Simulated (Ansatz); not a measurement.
Values for one crystal, relaxed and computed with PBEsol in the plane-wave PAW code Ansatz; other levels are named.

```yaml
volume_per_atom: 10.40 Å³
electronic_character: metallic (no gap)
Pressure derivative B′: 4.8
Bulk modulus (Birch–Murnaghan fit): 228 GPa
Density of states at the Fermi level: 1.8 states/eV per atom (mean over ±0.08 eV)
```

Problem. Which of these materials gives this?
(A) Sc, dhcp (α-La type)
(B) Ni, dhcp (α-La type)
(C) Cu, dhcp (α-La type)
(D) Ru, dhcp (α-La type)

Solution. B, Ni, dhcp (α-La type)

Space group P6_3/mmc (dhcp (α-La type)). The start of the workflow was typed in or built on a structure type; the Crystallography Open Database files this formula in space group No. 194, but the cells were not matched. It is not the phase usual at ambient conditions (space group No. 225). The PBEsol relaxation kept the symmetry of its start; whether a distortion lowers the energy is not shown. The final state is ferromagnetic, chosen from 3 collinear starts compared on coarse meshes (ties went to the first, and starts can fall back to one state), not a proven ground state.

Potentials: the earlier of the program's two PAW sets. The files were generated under PBE; for other functionals the program regenerates the frozen cores, and for LDA and PBEsol the local potential too.
